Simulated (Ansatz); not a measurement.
WS₂: field gradients at two levels of theory

Cell: a COD entry whose atoms were relaxed with PBE, the cell held.

Space group P6_3/mmc (No. 194); a = 3.1800, c = 12.5000 Å, γ = 120.00°.

| site | Wyckoff | site symmetry | x | y | z |
| --- | --- | --- | --- | --- | --- |
| W | 2c | -6m2 | 0.3333 | 0.6667 | 0.2500 |
| S | 4f | 3m. | 0.3333 | 0.6667 | 0.6245 |

One atom of each set is listed.

First run. Computed with Ansatz: DFT, PBE, plane waves and PAW, scalar-relativistic, collinear spin, 420 eV cutoff, Γ-centred 11×11×3 k-points, Fermi–Dirac smearing 0.02 eV. Start moments as typed (μB): 2 on each W, none on the rest.

| site | V_zz (10²¹ V/m²) | η |
| --- | --- | --- |
| W | -17.56 | 0.00 |
| S | -4.57 | 0.00 |

Second run. The same atoms and settings, except that the functional is r2SCAN and the cutoff is 500 eV.

(1) Given the first result, estimate the second.

## Answers

(1) 

```
site    V_zz     η  change of V_zz
   W  -17.45  0.00           +0.11
   S   -4.63  0.00           -0.06
```

The largest change of V_zz is on W, from -17.56 to -17.45. In per cent, |V_zz| changes by -1 on W, +1 on S (all sites that start above 0.5).

Without spin–orbit coupling the gradients at and beside W can be off by some per cent, at some sites by more. The start moments die out, and the run ends without spin.
For the second run: The program didn't check the stability of this electronic state in full, so a lower one may lie near.
